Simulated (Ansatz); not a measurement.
## Zone-centre phonons of Y2C at 10 GPa: input and output

Level of theory: DFT LDA, scalar-relativistic, plane waves, PAW (Ansatz 0.2.0).

Launched with:
```bash
ansatz run input.yaml --threads 1 --pin off --max-ram 3072MiB --backend cpu --events-out ev --progress --plain --runs-dir out
```

Input (bare energies are in eV):
```yaml
crystal:
  lattice:
    - [1.7062441683, 0.9851005298, 5.6850024024]
    - [-1.7062441683, 0.9851005298, 5.6850024024]
    - [0.0, -1.9702010597, 5.6850024023]
  atoms:
    - { symbol: "Y", position: [0.2559376408, 0.2559376408, 0.2559376408] }
    - { symbol: "Y", position: [0.7440623592, 0.7440623592, 0.7440623592] }
    - { symbol: C, position: [0.0, 0.0, 0.0] }
basis:
  ecutwfc: 420
kpoints:
  mp_grid: { grid: [12, 12, 12] }
hamiltonian:
  xc: lda
scf:
  occupations: { method: fermi_dirac, width: 0.15 }
output:
  eigenvalues: true
phonons:
  method: dfpt
  eigenvectors: true
```

The end of the output:
```
--- Phonons (Γ-DFPT): 4 representative perturbations + reference, on 476 of 1728 k-points (Σ response iterations 12) ---
  k mesh reduced under 2 symmetry operations, with k and −k counted as one. Each operation leaves every solved perturbation unchanged. A smaller set is not used because it would not reduce the number of displacements ...
  ASR residual: 3.144e-4 → 0.000e0 eV/Å²; symmetrization residual: 2.017e-6 eV/Å²
  ASR residual per site (eV/Å²): 3.14e-4 3.14e-4 5.88e-5
  Γ frequencies (cm⁻¹): 0.00 0.00 0.00 151.19 151.19 254.21 406.83 406.83 451.34
  non-analytic LO–TO correction: not included (Born effective charges unavailable; polar crystals: no LO–TO splitting at Γ)
```

It took 6.8 min on 1 thread of Arm Neoverse V1, on a shared host, peak memory 1.6 GiB.

In a metal, frequencies and elastic constants depend on the k mesh and the smearing, soft modes and shear constants most. Other phases may be more stable at this pressure.